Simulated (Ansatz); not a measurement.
ZnO:
```cif
data_O2Zn2
_chemical_formula_sum 'Zn2 O2'
_space_group_name_H-M_alt 'P 1'
_space_group_IT_number 1
_cell_length_a 3.18716
_cell_length_b 3.18716
_cell_length_c 5.15318
_cell_angle_alpha 90.000
_cell_angle_beta 90.000
_cell_angle_gamma 120.000
loop_
_space_group_symop_operation_xyz
  'x, y, z'
loop_
_atom_site_label
_atom_site_type_symbol
_atom_site_fract_x
_atom_site_fract_y
_atom_site_fract_z
_atom_site_occupancy
Zn1 Zn 0.66667 0.33333 0.50097 1
Zn2 Zn 0.33333 0.66667 0.00097 1
O1 O 0.66667 0.33333 0.87934 1
O2 O 0.33333 0.66667 0.37934 1
```

Relaxed with LDA.

Decompose the optical modes at the zone centre into irreducible representations, and say which are infrared and Raman allowed.

Point group 6mm: Γ_opt = A1 + 2B1 + E1 + 2E2. Infrared: A1, E1. Raman: A1, E1, E2.

Assign frequencies (DFPT, LDA in the plane-wave PAW code Ansatz; without the LO–TO term).

E2 90, B1 261, A1 390, E1 408, E2 441, B1 553 cm⁻¹.

Subscripts of B labels follow the axes of the standard setting.

Space group P6_3mc (wurtzite). The LDA relaxation kept the symmetry of its start; phonons on a q-mesh show no instability.

Potentials: the earlier of the program's two PAW sets.
